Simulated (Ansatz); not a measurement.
Rb:
```yaml
crystal:
  lattice:
    - [5.07196, 0.00000, 0.00000]
    - [-2.53598, 4.39244, 0.00000]
    - [0.00000, 0.00000, 16.89034]
  atoms:
    - { symbol: Rb, position: [0.00000, 0.00000, 0.00000] }
    - { symbol: Rb, position: [0.00000, 0.00000, 0.50000] }
    - { symbol: Rb, position: [0.33333, 0.66667, 0.75000] }
    - { symbol: Rb, position: [0.66667, 0.33333, 0.25000] }
```

Relaxed with r²SCAN+D4. Special points in fractions of this cell's reciprocal vectors: Γ (0.000, 0.000, 0.000); M (0.500, 0.000, 0.000); K (0.333, 0.333, 0.000); A (0.000, 0.000, 0.500); L (0.500, 0.000, 0.500); H (0.333, 0.333, 0.500).

Question: List the band energies nearest the Fermi level at these points for r²SCAN+D4 (plane waves, PAW; program Ansatz).

Answer: In eV from the Fermi level; about four levels below and three above (degenerate sets whole), none deeper than 8.9 eV; points with the same levels are listed once.

```json
[
 {"k": "Γ", "below": "-2.07 -1.40 -1.40", "above": "0.19 0.48 2.40"},
 {"k": "M", "below": "–", "above": "0.14 0.22 0.51 0.51"},
 {"k": "K", "below": "–", "above": "0.75 0.75 0.82"},
 {"k": "A", "below": "-1.90 -1.90 -0.63 -0.63", "above": "1.38 1.38 3.35 3.35"},
 {"k": "L", "below": "–", "above": "0.24 0.24 0.36 0.36"},
 {"k": "H", "below": "–", "above": "0.81 0.81 0.92 0.92"}
]
```

Space group P6_3/mmc (dhcp (α-La type)). The first step of the workflow began from a Materials Project structure, measured or hypothetical; the Crystallography Open Database copy checked does not list it. It is not the phase usual at ambient conditions (space group No. 229). The cell was relaxed with r²SCAN+D4 under the symmetry of its start; its stability against distortions is not shown here. The pairwise dispersion correction was not fitted to metals. Scalar-relativistic: spin–orbit coupling is off unless named, which matters more the heavier the elements.

Potentials: the later of the program's two PAW sets.
